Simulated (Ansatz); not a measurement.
An Ansatz (a program for electronic structure) run. Input:

Ansatz 0.2 input:
```yaml
crystal:
  lattice:
    - [4.5838031357, 0.0, 0.0]
    - [0.0, 4.5838031357, 0.0]
    - [0.0, 0.0, 2.8380995921]
  atoms:
    - { symbol: O, position: [0.3000517501, 0.3000517501, 0.0], spin: -0.06 }
    - { symbol: O, position: [0.1999482499, 0.8000517501, 0.5], spin: -0.06 }
    - { symbol: O, position: [0.6999482499, 0.6999482499, 0.0], spin: -0.06 }
    - { symbol: O, position: [0.8000517501, 0.1999482499, 0.5], spin: -0.06 }
    - { symbol: V, position: [0.0, 0.0, 0.0], spin: 1.12 }
    - { symbol: V, position: [0.5, 0.5, 0.5], spin: 1.12 }
kpoints:
  mp_grid: { grid: [9, 9, 14] }
basis: { xc_grid: 2, fft_grid_basis: typed }
hamiltonian:
  xc: pbe
  pseudopotentials: { kind: paw }
magnetization: { spin_polarized: true }
scf:
  occupations: { method: gaussian, width: 0.05 }
checkpoint: { read: metal.run }
output: { write_density: true, elf: true, volumetric_format: npy }
```

Output (shortened):

```
Pseudopotential: O, paw, valence charge 6
Pseudopotential: V, paw, valence charge 13
Functional definition: PBE
Crystal: 6 atoms, lattice volume = 59.632 Å³
Basis set: ecut = 420 eV, 1145 PW (Γ), exchange–correlation on 64×64×40 points (8 copies of the dense FFT grid, shifted against one another)
Bands: 33, of which v1, the nominal top of the filled ones, is band 25 counted from 1 (24 counted from 0)
Symmetry: 16 space group operations
Space group: P42/mnm (ITA 136), of the structure as read, at distance tolerance 3.9e-5 Å
k-points: 120 of 1134
Stability of the state it starts from, as read at its close in the collinear treatment …
Starting moments: Σ|m| = 2.48 μB on 6 of 6 sites; this step starts from the density that it was given
iter 1 solved again at ethr=7.26e-8 eV; its pass at ethr=3.10e-3 eV (dr2=3.63e-5 eV) is discarded
SCF iter   1: F=—  HF=-8098.754185 eV  |F-HF|=—  |Δ(HF+E_count)|=         —  Δρ=5.14e-7 (↑4.06e-7 ↓5.14e-7)  dr2=3.88e-10  dr2_m=4.89e-12  M=2.000 μB ∫|m|=2.434 μB  β_m=0.30  ethr=7.26e-8  ⟨swp⟩=3.5  Hψ=49463  notcnv=0
preconditioner: auto → Kerker (q_TF=auto, 2.649 Å⁻¹)
spin=Collinear: Kerker preconditioning applied to the charge; magnetization (m = ρ↑ − ρ↓) channel mixes plain (no charge-response kernel on spin).
SCF iter   2: F=-8098.754185 eV  HF=-8098.754185 eV  |F-HF|=4.45e-10  |Δ(HF+E_count)|=   5.09e-8  Δρ=4.79e-7 (↑4.79e-7 ↓4.64e-7)  dr2=4.87e-10  dr2_m=2.29e-13  M=2.000 μB ∫|m|=2.434 μB  ethr=1.00e-12  ⟨swp⟩=5.9  Hψ=27436  notcnv=0
SCF 1 converged in 2 iterations: F = -8098.754185 eV  dr2 = 4.87e-10
SCF converged after 2 iterations
Magnetization: 2.0000 μB (26.0000 up, 24.0000 down)
Absolute magnetization: 2.4347 μB (∫|ρ↑−ρ↓|, with the PAW one-centre terms)
Spin contamination: 0.0411 ħ² per cell (⟨S²⟩ above its minimum at these occupations)
Per-site moments (μB) at R_I (Å): [(-0.047694531856570424, 0.7927872971698046), (-0.0476945318565704, 0.7927872971698047), (-0.04769453185657047, 0.7927872971698048), (-0.047694531856570396, 0.7927872971698047), (0.8333874146651059, 0.7927872971698047), …
Free energy (F): -8098.754185 eV
Harris-Foulkes:  -8098.754185 eV  (|F-HF|=4.45e-10)
Internal energy: -8098.750942 eV  (E = F + TS)
E sigma→0 (E₀):  -8098.752564 eV
Entropy (-TS):   -0.003243 eV (-0.540 meV/atom)
Fermi energy:    10.842679 eV
--- Per-component energies (eV) ---
  E_band       = -451.658092
  E_kinetic    = 1369.116162
  E_local      = -3589.693795  (includes V_loc(G=0)·N_el)
  E_nonlocal   = 91.920236
  E_hartree    = 1455.332226
  E_xc         = -555.170445
  E_vxc        = -706.236181  (∫ρ·V_xc dr)
  E_paw        = -2851.390827  (= ΣΔE_a)
  E_vpaw       = -527.439645  (= ΣTr[D̂ρ^β])
  E_aug_tail   = 0.010387  (compensation charges beyond the density's cutoff)
  E_ewald      = -4018.874886
  E_smearing   = -0.003243  (= −TS)
  E_closure    =  0.000000  (closes the sum)
  Σ components = -8098.754185   (vs F -8098.754185, Δ=0.00e0)
  [band-id]    e_kinetic+e_local+e_nonlocal+2·e_hartree+e_vxc+e_vpaw+e_augmentation_tail = -451.658384   (vs E_band -451.658092, Δ=-2.92e-4)
--- Band table (eV; the first three rows and the last of 240) ---
  k-point 0 ↑: bands = ["-55.2180", "-55.2095", "-29.0429", "-29.0429", "-28.9629", "-28.9603", "-28.9603", "-28.9442", "-9.1437", "-7.7202", "-7.2378", "-7.2378", "3.1054", "3.7158", "4.1277", "5.4950", "5.4950", "6.4488", "6.4488", "7.4513", "8.7990", …
  k-point 1 ↑: bands = ["-55.2162", "-55.2079", "-29.0394", "-29.0394", "-28.9801", "-28.9620", "-28.9590", "-28.9590", "-9.0899", "-7.6933", "-7.2541", "-7.2541", "3.1846", "3.7737", "4.1911", "5.3550", "5.3550", "6.6225", "6.6225", "7.2328", "8.4524", …
  k-point 2 ↑: bands = ["-55.2112", "-55.2036", "-29.0295", "-29.0295", "-29.0278", "-29.0114", "-28.9552", "-28.9552", "-8.9347", "-7.6205", "-7.3001", "-7.3001", "3.4118", "3.9368", "4.3799", "5.1198", "5.1198", "6.7069", "6.9507", "6.9507", "7.7760", …
  k-point 119 ↓: bands = ["-54.0710", "-54.0710", "-28.2547", "-28.2544", "-27.8698", "-27.8694", "-27.8303", "-27.8303", "-7.7672", "-7.7286", "-7.5081", "-7.4677", "4.2877", "4.4476", "4.4820", "4.6197", "5.6149", "5.7392", "6.1749", "6.2438", "7.9526", …
```

Cost: around 7 core-seconds (rough) on shared cores.

Space group P4_2/mnm (rutile). This is a known high-temperature phase of the composition, computed here at zero pressure and temperature. Symmetry was held in the PBE relaxation; its stability against distortions is not shown here. Spin order of the final state: ferromagnetic, chosen from 5 collinear starts compared on coarse meshes (ties went to the first, and starts can fall back to one state), not a proven ground state. No Hubbard U is applied. The compound may be a true metal, but semilocal functionals without U, or a wrong spin order, can also close a gap. Point labels and valley counts follow the cell and symmetry of the run, lower than the named group.

Potentials: the later of the program's two PAW sets.

Ansatz is a plane-wave DFT program.
